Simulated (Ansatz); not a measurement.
Profile along the Se–Hg line in HgSe (zinc blende)

HgSe (zinc blende), conventional cell a = b = c = 6.260 Å, α = β = γ = 90.00°. The calculation uses the primitive cell of 2 atoms, to which meshes and values per cell refer.

Fields along a shortest Se–Hg line of a {110} plane (2.71 Å), from Se to Hg, interpolated on the slice's grid (step about 0.2 Å). Level of theory: PBE (plane waves to 420 eV, PAW, scalar-relativistic; Ansatz, a quantum-chemistry and plane-wave program). k mesh 13×13×13. Near the nuclei the fields are pseudised (PAW); where an atom keeps semicore shells as valence, they peak there. At this level the bands of HgSe touch or barely overlap. HgSe was relaxed with its symmetry unable to fall. Spin-orbit coupling is left out, though Hg is heavy. The relaxed volume of HgSe is well above the measured one; the method has no dispersion term.

```tsv
distance from Se (Å)	valence electron density (e/Å³)	electron localisation function
0.00	45.08	x
0.27	23.16	x
0.54	4.50	0.65
0.81	1.00	0.81
1.08	0.52	0.71
1.35	0.37	0.33
1.63	0.58	0.23
1.90	2.20	0.42
2.17	7.19	0.53
2.44	13.79	x
2.71	17.40	x
```

x: too close to a nucleus for the ELF to mean much.

Density on the Se–Hg line (2.71 Å) at its midpoint: 0.37 e/Å³. ELF at that point: 0.3.
